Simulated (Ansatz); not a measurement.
**Structures of NaSb2: which is lowest?**

Plane-wave DFT in Ansatz with scalar-relativistic PAW potentials, cutoff 420 eV, Γ-centred meshes chosen by cell and gap, Gaussian smearing with energies taken to zero width. Every cell was relaxed (cell and atoms) in a run of its own, within the symmetry of its start. Functional: PBE.

Relaxed structures (starts from databases or built by putting these elements on another compound's sites):
A. R-3m, 3 atoms in the computed cell, a = 4.160 Å, c = 19.133 Å; sites (symmetry × multiplicity) Na -3m × 3, Sb 3m × 6; start: built
B. I4/mcm, 6 atoms in the computed cell, a = 7.690 Å, c = 5.753 Å; sites (symmetry × multiplicity) Na 422 × 4, Sb m.2m × 8; start: built
C. R3m, 3 atoms in the computed cell, a = 3.365 Å, c = 25.121 Å; sites (symmetry × multiplicity) Na 3m × 3, Sb 3m × 3 + 3m × 3; start: built

Task: Rank them by energy. Could pressure change the order?

Result:
```csv
structure,group,E − E(lowest) (meV/atom),V (Å³/atom),gap on mesh (eV)
A,R-3m,0.0,31.86,0.00
B,I4/mcm,95,28.35,0.00
C,R3m,168,27.37,0.00
```

A is lowest, 95 meV/atom under B. B is denser by 3.51 Å³/atom, so pressure favours it: ΔE/ΔV, with ΔE in eV and 1 eV/Å³ = 160.2 GPa, gives about 4.3 GPa for equal enthalpy if both cells were rigid, a rough figure since the two compress differently. Other structures may lie lower than all of these, and vibrations aren't counted.

Spin-orbit coupling is left out, which matters for the bands of heavy elements.